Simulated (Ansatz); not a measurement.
Polymorphs of In, each relaxed with r²SCAN+D4 (plane waves, PAW; program Ansatz):

A: body-centred tetragonal (I4/mmm), a = b = 3.206 Å, c = 5.022 Å, α = β = γ = 90.00°

B: hcp (Mg type) (P6_3/mmc), a = 3.2909 Å, b = 3.2909 Å, c = 5.5601 Å, α = 90.00°, β = 90.00°, γ = 120.00°

C: dhcp (α-La type) (P6_3/mmc), a = 3.282 Å, b = 3.282 Å, c = 11.116 Å, α = 90.00°, β = 90.00°, γ = 120.00°

D: 9R (Sm type) (R-3m), a = 3.2717 Å, b = 3.2717 Å, c = 25.2109 Å, α = 90.00°, β = 90.00°, γ = 120.00°

Put the candidates in order of energy per atom at 0 K, lowest first, for r²SCAN+D4.

A (+0 meV/atom), C (+5 meV/atom), D (+10 meV/atom), B (+15 meV/atom)

Not the usual ambient phase: B; C; D. All cells were relaxed under the symmetry of their starts (and spin orders); stability against distortions was not tested throughout. Scalar-relativistic: spin–orbit coupling is off unless named, which matters more the heavier the elements.

Energies hold the estimated change up to a 700 eV cutoff; steps of a few meV lie near the error of the meshes.

Potentials: the later of the program's two PAW sets.
